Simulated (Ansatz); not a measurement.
# KC: checking a database structure before trusting its electric field gradients

The cell is a COD entry.

```cif
data_KC
_symmetry_space_group_name_H-M 'I4_1/acd:1'
_symmetry_Int_Tables_number 142
_cell_length_a 7.5690
_cell_length_b 7.5690
_cell_length_c 14.5210
_cell_angle_alpha 90.000
_cell_angle_beta 90.000
_cell_angle_gamma 90.000
loop_
_atom_site_label
_atom_site_type_symbol
_atom_site_symmetry_multiplicity
_atom_site_Wyckoff_symbol
_atom_site_fract_x
_atom_site_fract_y
_atom_site_fract_z
K K 16 e 0.6915 0.2500 0.8750
C C 16 f 0.0557 0.0557 0.2500
```

One atom of each set is listed; the run and its k-mesh use a cell of 16 atoms with edges of 9.02, 9.02, 9.02 Å.

The numbers come from a DFT calculation in Ansatz (PBE, plane waves and PAW, scalar-relativistic, 420 eV cutoff, Γ-centred 6×6×6 k-points, Fermi–Dirac smearing 0.05 eV).

Q: Do the atoms and the cell lie near the calculated equilibrium?

A: No. The largest force is 6.7 eV/Å, on atom 11 (C: 1 C at 1.19 Å; also 6 K at 2.99–3.12 Å), and the pressure is 4.4 GPa. Such values can come from imprecise or misplaced coordinates, missing atoms or a wrong setting of the space group; the run alone doesn't tell which, and gradients calculated on this entry can't be taken for those of the compound at ambient conditions.
